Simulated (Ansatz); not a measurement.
Here is the system:

Starting cell, KF (rock salt):

```yaml
crystal:
  lattice:
    - [0.00000, 2.71039, 2.71039]
    - [2.71039, 0.00000, 2.71039]
    - [2.71039, 2.71039, 0.00000]
  atoms:
    - { symbol: F, position: [0.00000, 0.00000, 0.00000] }
    - { symbol: K, position: [0.50000, 0.50000, 0.50000] }
```

Scan: atom 1 (F, nearest neighbour K at 2.710 Å; its periodic images, 3.8 Å or more away, move with it) is displaced along Cartesian z, direction (0.000, 0.000, 1.000) in Cartesian axes, by s. The other atoms stay.

The numbers are results of PBE (plane waves to 420 eV, PAW, scalar-relativistic; Ansatz, a first-principles code), not measurements. k mesh 9×9×9 (Γ-centred), Fermi-Dirac smearing 0.05 eV. The energy includes the smearing's −TS. KF was relaxed with its symmetry unable to fall. The zero of ΔE is the undisplaced structure.

The scan covers s from -0.540 to 0.540 Å in 11 points.

**Question.** Is this a single well or a double well?

**Answer.** A single well with its minimum at or next to zero displacement.

**Question.** Is the energy the same for equal positive and negative displacements?

**Answer.** Even: the same for both signs. With its periodic images moving along, the atom's site symmetry in this cell is m-3m.

**Question.** What is the energy change at s = 0.540 Å?

**Answer.** 338 meV/cell.

**Question.** What is the force constant k = d²E/ds² of this move at s = 0?

**Answer.** 1.27 eV/Å².

**Question.** With two atoms in the cell this is the zone-centre optical mode. What wavenumber follows (transverse: no LO-TO term)?

**Answer.** 164 cm⁻¹.

(For displaced atoms, the force is minus the slope of the energy, and its curvature is a force constant, which sets phonon frequencies.)
